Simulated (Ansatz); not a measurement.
The start is a generated cell, SrVO3 built in the R-3c-perovskite structure type. The cell and all atomic positions are relaxed at zero pressure with PBEsol (plane waves to 420 eV, PAW, scalar-relativistic; Ansatz, a first-principles code). The first steps use a coarse 5×5×5 k-mesh.

The start:
```yaml
crystal:
  lattice:
    - [2.69717, 1.55721, 4.39389]
    - [-2.69717, 1.55721, 4.39389]
    - [0.00000, -3.11442, 4.39389]
  atoms:
    - { symbol: Sr, position: [0.25000, 0.25000, 0.25000] }
    - { symbol: Sr, position: [0.75000, 0.75000, 0.75000] }
    - { symbol: V, position: [0.00000, 0.00000, 0.00000] }
    - { symbol: V, position: [0.50000, 0.50000, 0.50000] }
    - { symbol: O, position: [0.77510, 0.72490, 0.25000] }
    - { symbol: O, position: [0.25000, 0.77510, 0.72490] }
    - { symbol: O, position: [0.72490, 0.25000, 0.77510] }
    - { symbol: O, position: [0.22490, 0.27510, 0.75000] }
    - { symbol: O, position: [0.75000, 0.22490, 0.27510] }
    - { symbol: O, position: [0.27510, 0.75000, 0.22490] }
```
Spin-polarised start, with parallel moments on V.

**Question.** How much energy is released per atom?

**Answer.** 0.01 eV/atom.

**Question.** How do the shortest distances between atoms change?

**Answer.** The closest pairs of elements (up to four, under 3.6 Å), start → end: O–V 1.91 → 1.90 Å; O–Sr 2.56 → 2.69 Å; O–O 2.70 → 2.69 Å; Sr–V 3.30 → 3.30 Å.

**Question.** What band gap does the relaxed structure have at this level?

**Answer.** Zero (metallic).

**Question.** What magnetic moments remain?

**Answer.** Zero (the starting moments vanished).

**Question.** Give the final cell and atomic positions.

**Answer.** 
```cif
data_O3SrV
_chemical_formula_sum 'Sr1 V1 O3'
_space_group_name_H-M_alt 'Pm-3m'
_space_group_IT_number 221
_space_group_name_Hall '-P 4 2 3'
_cell_length_a 3.80931
_cell_length_b 3.80931
_cell_length_c 3.80931
_cell_angle_alpha 90.000
_cell_angle_beta 90.000
_cell_angle_gamma 90.000
loop_
_atom_site_label
_atom_site_type_symbol
_atom_site_symmetry_multiplicity
_atom_site_Wyckoff_symbol
_atom_site_fract_x
_atom_site_fract_y
_atom_site_fract_z
_atom_site_occupancy
Sr1 Sr 1 b 0.50000 0.50000 0.50000 1
V1 V 1 a 0.00000 0.00000 0.00000 1
O1 O 3 d 0.00000 0.00000 0.50000 1
```

Final values are on a 12×12×12 k-mesh of the relaxed cell. No spin polarisation in the result: the starting moments vanished. The relaxed primitive cell holds an odd number of electrons. A magnetic state may lie lower. No Hubbard U is applied.

The run could not lose the symmetry of its start; a randomly shaken copy of 10 atoms returns to this structure.
